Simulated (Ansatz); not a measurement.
## RbH3 (Cmmm)

Theory: Ansatz, DFT PBE, scalar-relativistic, plane waves, PAW.

Plane waves to 420 eV, a k mesh through Γ of 8×8×6 on the computed 4-atom cell and Gaussian smearing (0.02 eV); no spin polarisation.

The structure is relaxed at this level of theory with its symmetry kept, and needn't be the ground state of this composition.

Space group Cmmm (No. 65), orthorhombic, a = 5.226 Å, b = 5.256 Å, c = 4.966 Å. Around Rb lie 8 H at 2.98–2.99 Å and 8 H at 3.60–3.62 Å; H on a site of symmetry mm2 is surrounded by 1 H at 1.05 Å, 1 H at 2.11 Å, 1 H at 2.86 Å and 4 Rb at 2.98–2.99 Å; H on a site of symmetry mmm has 2 H at 1.05 Å (long contacts).

| Quantity | Value |
| --- | --- |
| Volume per atom | 17.05 Å³ |
| Formation energy from the elements' standard states (uncorrected) | +0.065 eV/atom |
| Kohn–Sham band gap | 1.82 eV |
| Orbital (Löwdin) character of the top 1 eV of the valence band | H 1s 94 % |
| Orbital (Löwdin) character of the lowest 1 eV of the conduction band | Rb 5s 71 %, H 1s 13 %, unprojected 15 % |
| Bader charge by site (e) | Rb (1 in the cell) 0.79, H (2 in the cell) -0.47, H (1 in the cell) 0.16 |

The cell was found from a structure generator's guess, not taken from experiment. Kohn–Sham gaps at this level usually fall short of measured ones. Löwdin shares on free-atom orbitals overweight diffuse shells in the empty bands.
